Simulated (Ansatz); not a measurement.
# Diamond alloy of Si and Sn (4 of 64 Si sites exchanged), 64 atoms

Ansatz, PAW, plane waves. PBEsol relaxation of volume and atoms (shape held) at the single k point (½, ½, ½); single points on the relaxed atoms at the Γ point alone, onto which points of the small cell's zone fold. Arrangement: random. No spin–orbit coupling unless named.

Relaxed structure:

```
Sn Si
1.0
    11.01407    0.00000    0.00000
     0.00000   11.01407    0.00000
     0.00000    0.00000   11.01407
Sn Si
4 60
Cartesian
  0.0103 10.9814 0.0290
  1.4765 1.2777 6.8000
  1.3758 6.9032 1.3947
  10.9208 2.8526 8.3159
  10.9106 10.9119 5.4112
  10.9289 5.4474 10.9611
  0.0032 5.5332 5.4823
  5.5380 0.0097 0.0207
  5.5069 0.0006 5.5090
  5.5161 5.5039 0.0025
  5.5361 5.5210 5.5236
  1.4747 1.4720 1.4735
  1.3789 6.8665 6.8734
  6.8701 1.3741 1.3967
  6.8692 1.3754 6.8712
  6.8745 6.8667 1.3790
  6.8750 6.8956 6.8878
  2.8160 2.7813 0.0403
  2.8754 2.8404 5.4108
  2.8870 8.3097 10.9378
  2.7487 8.2576 5.5112
  8.1790 2.7618 0.0403
  8.2323 2.7536 5.4778
  8.2347 8.2247 0.0027
  8.2336 8.2457 5.5243
  4.1918 4.1191 1.3980
  4.1638 4.1571 6.8889
  4.1603 9.6674 1.3811
  4.1868 9.5952 6.8740
  9.6164 4.0984 1.3747
  9.5174 4.2574 6.7695
  9.5071 9.5574 1.4839
  9.6107 9.6054 6.8868
  2.7759 0.0065 2.7845
  2.9170 10.9049 8.3239
  2.8525 5.4324 2.8376
  2.7833 5.5343 8.2658
  8.2057 0.0092 2.7737
  8.1975 10.9808 8.2357
  8.2619 5.5009 2.7524
  8.2142 5.5419 8.2429
  4.1800 1.3809 4.1117
  4.1710 1.3754 9.6731
  4.1583 6.8840 4.1625
  4.1918 6.8803 9.6139
  9.6132 1.3751 4.1041
  9.4123 1.3609 9.6667
  9.6076 6.8801 4.1615
  9.6191 6.8752 9.6101
  0.0101 2.7765 2.7799
  10.9064 8.3148 2.8665
  0.0106 8.2272 8.2317
  5.5351 2.7388 2.7480
  5.5110 2.7515 8.2621
  5.5093 8.2589 2.7566
  5.5367 8.2436 8.2496
  1.3855 4.1435 4.1438
  1.4782 4.2198 9.7360
  1.3610 9.6284 4.1257
  1.4850 9.5350 9.5429
  6.8739 4.1285 4.1183
  6.8723 4.1396 9.6362
  6.8685 9.6373 4.1487
  6.8700 9.6180 9.6428
```

What are the mean bond lengths by pair (pairs within 1.2 times the sum of covalent radii, less contacts 15 % beyond the pair's median; cation–cation pairs of compounds aside; long ionic contacts are cut short by that bound)?

Si–Si 2.366 ± 0.018 Å (standard deviation, 113 bonds); Si–Sn 2.528 ± 0.013 Å (standard deviation, 14 bonds); Sn–Sn 2.691 ± 0.000 Å (standard deviation, 1 bonds).

What gap lies between the top filled and the lowest empty level in the single points?

HSE06 1.06 eV (19 s on NVIDIA GB300). An indirect band minimum needn't fold onto Γ of this cell; where it doesn't, these gaps are too wide.
